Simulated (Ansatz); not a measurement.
Here is the system:

NbRu:
```xyz
2
Lattice="3.0471 0.0000 0.0000 0.0000 3.0471 0.0000 0.0000 0.0000 3.3971" Properties=species:S:1:pos:R:3 pbc="T T T"
Nb     0.0000     0.0000     0.0000
Ru     1.5236     1.5236     1.6986
```

This is the r²SCAN-relaxed structure.

Problem. All from r²SCAN (plane waves, PAW; program Ansatz), unless another level is named. Predict the formation energy from the elements (no fitted shifts).

Solution. -22 kJ/mol of atoms.

Problem. Predict the density of states at the Fermi level.

Solution. 1.1 states/eV per atom (mean over ±0.08 eV).

Space group P4/mmm (L1₀ or tetragonal B2). The first step of the workflow began from a Materials Project structure, measured or hypothetical; the Crystallography Open Database files this formula in space group No. 123, but the cells were not matched. Its standing as an ambient phase is unchecked. Symmetry was held in the r²SCAN relaxation; whether a distortion lowers the energy is not shown. The run is not spin-polarised. The references are the lowest solids computed at this level, not always the standard phases. Scalar-relativistic: spin–orbit coupling is off unless named, which matters more the heavier the elements.

Potentials: the later of the program's two PAW sets.
